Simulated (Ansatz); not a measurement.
WO₃ in space group P6/mmm (No. 191; W on 3f, O on 6l, O on 3g), plane-wave PAW LDA (Ansatz code). The conduction-band minimum lies at Γ, with 1 equivalent valley. Second derivatives d²E/dk² of the lowest band at one valley (eV·Å²), along Cartesian directions:

| direction | d²E/dk² |
|---|---|
| [100] | 23.49 |
| [010] | 23.48 |
| [001] | 49.53 |
| [110] | 23.48 |
| [101] | 36.58 |
| [011] | 36.58 |

### Question
Find the principal effective masses, the density-of-states mass and the conductivity mass.

### Answer
Off-diagonal terms follow from H_xy = H[110] − (H_xx + H_yy)/2, and m*/mₑ = 7.620 eV·Å² over each eigenvalue: 0.15, 0.32, 0.32. One valley's DOS mass (m₁m₂m₃)^(1/3) = 0.25, conductivity mass 3/(Σ 1/mᵢ) = 0.24 mₑ.

### Question
What effective density of states Nc follows at 300 K for parabolic valleys?

### Answer
Nc = 2.509e19 × 1 × (0.25)^(3/2) ≈ 3.1e18 cm⁻³.

The workflow started from a Materials Project entry (that database holds measured and hypothetical structures alike); the Crystallography Open Database files this formula in space group No. 191, but the cells were not matched. Its standing as an ambient phase is unchecked. The LDA relaxation kept the symmetry of its start. At this level the phase is dynamically unstable (imaginary phonons). No spin polarisation was allowed. No Hubbard U is applied. Scalar-relativistic: spin–orbit coupling is off unless named, which matters more the heavier the elements.

Potentials: the later of the program's two PAW sets.

Edges and masses are those of Kohn–Sham bands, whose gap is no quasiparticle gap.
